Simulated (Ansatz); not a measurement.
Name crystals whose computed values (DFT-LDA in the program Ansatz with PAW potentials) fall in these windows: ε0 8.7 to 12; Θ_D (K) 980 to 1300; B₀ by P(V) fit (GPa) 210 to 260.



| crystal | ε0 | Θ_D (K) | B₀ by P(V) fit (GPa) |
|---|---|---|---|
| SiC, wurtzite | 10.5 | 1150 | 231 |
| SiC, zinc blende | 10.3 | 1160 | 230 |
Others may fit too.

All cells were relaxed under the symmetry of their starts (and spin orders); stability against distortions was not tested throughout.

Potentials: the earlier of the program's two PAW sets. The files were generated under PBE; for other functionals the program regenerates the frozen cores, and for LDA and PBEsol the local potential too.
